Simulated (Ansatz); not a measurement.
# What DFT gives for Cs2LiYCl6

```
CELL_PARAMETERS angstrom
0.00000 5.23827 5.23827
5.23827 0.00000 5.23827
5.23827 5.23827 0.00000
ATOMIC_POSITIONS crystal
Y 0.00000 0.00000 0.00000
Cl 0.74954 0.25046 0.25046
Cl 0.25046 0.74954 0.25046
Cl 0.25046 0.74954 0.74954
Cl 0.74954 0.25046 0.74954
Cl 0.25046 0.25046 0.74954
Cl 0.74954 0.74954 0.25046
Li 0.50000 0.50000 0.50000
Cs 0.25000 0.25000 0.25000
Cs 0.75000 0.75000 0.75000
```

Single point in Ansatz 0.2.0 with r2SCAN, no spin polarisation. Cutoff 500 eV, PAW datasets, 4×4×4 Γ-centred k mesh, fermi-dirac filling (width 0.1 eV).

What do density and ELF say about some of the short contacts?

Cl–Li at 2.61 Å: least valence density 0.06 e/Å³ and ELF 0.02 there, a closed-shell (ionic or weak) contact. Y–Cl at 2.62 Å: least valence density 0.32 e/Å³ and ELF 0.16 there. Cs–Cl at 3.70 Å: least valence density 0.05 e/Å³ and ELF 0.02 there, a closed-shell (ionic or weak) contact. Both are smooth PAW fields, read partly inside the augmentation spheres.

Which orbitals make up the band edges?

Within 0.7 eV of the edges, the states project mainly on Cl p (98 %) below the gap and on Y d (80 %) above it.

Where is the largest force?

The largest is on Cl6 (and as large on other atoms): 0.09 eV/Å, components (0.00, 0.00, 0.09). It makes 0° with the line to a nearest neighbour, Li8 at 2.61 Å, pointing towards it.

Is the cell too large or too small?

The pressure is 0.3 GPa (compression positive), so with the atoms held at these fractions the cell is close to zero pressure.

Which element gives electrons and which takes them?

Bader charges in e: Cs +0.88, Li +0.92, Y +2.17, Cl -0.81. In the mean Y gives up most and Cl takes most.

What is the band gap?

The gap is 5.50 eV, direct at the points sampled.

Origin: a database entry at a rescaled volume.
